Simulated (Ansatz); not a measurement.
TiAl₃ (Cu3Au type, Pm-3m), PBE in the plane-wave PAW code Ansatz, all energies at zero smearing, with the estimated change up to a 700 eV cutoff added, with one set of potentials and settings (totals compare only within such a set). Cell of 4 atoms (1 Ti, 3 Al): -4113.653 eV.

```json
[
 {"element": "Ti", "reference phase": "P6/mmm, 3 atoms in the cell", "E (eV/atom)": "-2499.6739"},
 {"element": "Al", "reference phase": "Fm-3m, 1 atoms in the cell", "E (eV/atom)": "-537.5049"}
]
```

Formation energy per atom, worked out: (-4113.653 − 1×(-2499.6739) − 3×(-537.5049))/4 = -0.366 eV/atom (-35 kJ per mol of atoms), at 0 K, without zero-point energy or fitted corrections.

The first step of the workflow began from a Materials Project structure, measured or hypothetical; the Crystallography Open Database copy checked does not list it. With Ti and Al taken as one species the cell has the higher symmetry Fm-3m, so it may be an ordered model of a mixed-site phase. Its standing as an ambient phase is unchecked. The cell was relaxed with PBE under the symmetry of its start; phonons on a q-mesh show no instability. No spin polarisation was allowed. The references are the lowest solids computed at this level, not always the standard phases.

Potentials: the later of the program's two PAW sets.
